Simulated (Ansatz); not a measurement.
Re (hcp (Mg type), space group No. 194) at seven volumes, DFT-LDA in the program Ansatz with PAW potentials, shape and atoms relaxed at each. One row is withheld.

```csv
V (Å³/atom),P (GPa)
13.042,46.92
13.472,28.71
13.902,13.20
14.332,0.01
14.762,-11.21
15.192,?
15.622,-28.82
```

Task: Fit the shown pressures and predict the withheld one.

Result: P = (3/2)B₀(x^(7/2) − x^(5/2))[1 + (3/4)(B′ − 4)(x − 1)] with x = (V₀/V)^(2/3). Least squares on the six rows gives V₀ = 14.333 Å³/atom, B₀ = 404 GPa, B′ = 4.39. At V = 15.192, x = 0.9619 and P = -20.70 GPa. The run itself gave -20.74 GPa.

Space group P6_3/mmc (hcp (Mg type)). Symmetry was held in the LDA relaxation. No spin polarisation was allowed. Scalar-relativistic: spin–orbit coupling is off unless named, which matters more the heavier the elements.

Potentials: the later of the program's two PAW sets.
